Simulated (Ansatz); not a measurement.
The start is a generated trial cell of TePb in the cinnabar structure type. The cell and all atomic positions are relaxed at zero pressure with r2SCAN (plane waves to 500 eV, PAW, scalar-relativistic; Ansatz, a first-principles code). The first steps use a coarse 5×5×2 k-mesh.

Initial structure:
```
CELL_PARAMETERS angstrom
      5.08413     0.00000     0.00000
     -2.54206     4.40298     0.00000
      0.00000     0.00000    11.64750
ATOMIC_POSITIONS crystal
  Pb 0.71980 0.00000 0.66667
  Pb 0.00000 0.71980 0.33333
  Pb 0.28020 0.28020 0.00000
  Te 0.48890 0.00000 0.16667
  Te 0.00000 0.48890 0.83333
  Te 0.51110 0.51110 0.50000
```

Does the structure survive the relaxation? Give the final space group.

The space group goes from P3₂21 (No. 154) to Fm-3m (No. 225); the end is rock salt type, with 2 atoms in the primitive cell.

How much energy is released per atom?

0.62 eV/atom.

How does the volume per atom move from start to end?

-19.7 %, from 43.46 to 34.89 Å³/atom.

How do the shortest distances between atoms change?

The closest pairs of elements (up to four, under 3.6 Å), start → end: Pb–Te 2.90 → 3.27 Å.

Is the relaxed structure metallic? Give its gap.

1.10 eV, direct at L (no spin-orbit coupling).

Write out the relaxed structure.


Space group Fm-3m (No. 225); a = 6.535 Å, b = 6.535 Å, c = 6.535 Å, α = 90.00°, β = 90.00°, γ = 90.00°

```csv
atom,site,symmetry,x,y,z
Pb,4b,m-3m,0.5000,0.5000,0.5000
Te,4a,m-3m,0.0000,0.0000,0.0000
```
(The calculation used a cell of 2 atoms; values per cell refer to that cell.)

Final values are on a 9×9×9 k-mesh of the relaxed cell. No spin polarisation in the result. Spin-orbit coupling is missing; with elements this heavy it can move band edges by tenths of an eV or more.

The run could not lose the symmetry of its start.
